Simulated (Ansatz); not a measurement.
AlCo:
```yaml
crystal:
  lattice:
    - [2.85176, 0.00000, 0.00000]
    - [0.00000, 2.85176, 0.00000]
    - [0.00000, 0.00000, 2.85176]
  atoms:
    - { symbol: Co, position: [0.50000, 0.50000, 0.50000] }
    - { symbol: Al, position: [0.00000, 0.00000, 0.00000] }
```

Relaxed with PBE. Special points in fractions of this cell's reciprocal vectors: Γ (0.000, 0.000, 0.000); X (0.000, 0.500, 0.000); M (0.500, 0.500, 0.000); R (0.500, 0.500, 0.500).

### Question
List the band energies nearest the Fermi level at these points for DFT-PBE in the program Ansatz with PAW potentials.

### Answer
In eV from the Fermi level; about four levels below and three above (degenerate sets whole), none deeper than 8.9 eV; points with the same levels are listed once.

```tsv
k	below	above
Γ	-2.98 -2.98 -0.85 -0.85 -0.85	5.92 5.92 5.92
X	-2.39 -1.73 -1.73 -0.74	0.17 8.31 10.51 10.51
M	-2.71 -2.71 -1.52 -1.52 -0.25	2.38 3.44 12.68
R	-3.96 -3.96 -3.96 -0.21 -0.21	2.32 2.32 2.32
```

Space group Pm-3m (CsCl type). The cell was relaxed with PBE under the symmetry of its start. The workflow began spin-polarised and lost its moments. The cell computed holds one magnetic atom, so no antiferromagnetic order was within reach.

Potentials: the earlier of the program's two PAW sets.
